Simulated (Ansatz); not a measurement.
ZnO in space group P4_2/mmc (No. 131; Zn on 2c, O on 2e), r²SCAN in the plane-wave PAW code Ansatz, all energies at zero smearing, with the estimated change up to a 700 eV cutoff added, with one set of potentials and settings (totals compare only within such a set). Cell of 4 atoms (2 Zn, 2 O): -7788.475 eV.

```csv
element,reference phase,E (eV/atom)
Zn,"P6_3/mmc, 2 atoms in the cell",-3325.6729
O,"C2/m, 4 atoms in the cell, spin-polarised",-566.0281
```

Formation energy per atom, worked out: (-7788.475 − 2×(-3325.6729) − 2×(-566.0281))/4 = -1.268 eV/atom (-122 kJ per mol of atoms), at 0 K, without zero-point energy or fitted corrections.

The cell is a constructed one: a structure type filled with these elements; neither database checked (COD, Materials Project) lists it. It is not the phase usual at ambient conditions (space group No. 186). The r²SCAN relaxation kept the symmetry of its start; whether a distortion lowers the energy is not shown. The references are the lowest solids computed at this level, not always the standard phases (solids in place of the gases).

Potentials: the later of the program's two PAW sets.
